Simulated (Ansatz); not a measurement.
Sb$_{2}$Ru:
```cif
data_Ru2Sb4
_chemical_formula_sum 'Ru2 Sb4'
_space_group_name_H-M_alt 'Pnnm'
_space_group_IT_number 58
_space_group_name_Hall '-P 2 2n'
_cell_length_a 5.97845
_cell_length_b 6.71449
_cell_length_c 3.21419
_cell_angle_alpha 90.000
_cell_angle_beta 90.000
_cell_angle_gamma 90.000
loop_
_space_group_symop_operation_xyz
  'x, y, z'
  '-x, -y, -z'
  '-x, -y, z'
  'x, y, -z'
  'x+1/2, -y+1/2, -z+1/2'
  '-x+1/2, y+1/2, z+1/2'
  '-x+1/2, y+1/2, -z+1/2'
  'x+1/2, -y+1/2, z+1/2'
loop_
_atom_site_label
_atom_site_type_symbol
_atom_site_symmetry_multiplicity
_atom_site_Wyckoff_symbol
_atom_site_fract_x
_atom_site_fract_y
_atom_site_fract_z
_atom_site_occupancy
Ru1 Ru 2 a 0.00000 0.00000 0.00000 1
Sb1 Sb 4 g 0.18250 0.35881 0.00000 1
```

Relaxed at zero pressure with plane-wave PAW r²SCAN (Ansatz code).

Q: The volume is raised by 9 % and shape and atoms relax at that volume. What pressure results, and how do the axes share the change?

A: -8.6 GPa; a 2.1 %, b 2.6 %, c 4.0 %; the energy rises by 57 meV/atom.

Q: Give the new structure.

A: 
Space group Pnnm (No. 58); a = 6.1058 Å, b = 6.8886 Å, c = 3.3437 Å, α = β = γ = 90.00°

| atom | site | symmetry | x | y | z |
|---|---|---|---|---|---|
| Ru | 2a | ..2/m | 0.0000 | 0.0000 | 0.0000 |
| Sb | 4g | ..m | 0.1857 | 0.3597 | 0.0000 |

The phase is kept; no other phase was compared at this pressure.

The workflow started from an entry of the Crystallography Open Database (COD). Whether it is the stable phase at ambient conditions was not checked. The r²SCAN relaxation kept the symmetry of its start; whether a distortion lowers the energy is not shown. The run is not spin-polarised. Scalar-relativistic: spin–orbit coupling is off unless named, which matters more the heavier the elements.

Potentials: the later of the program's two PAW sets.
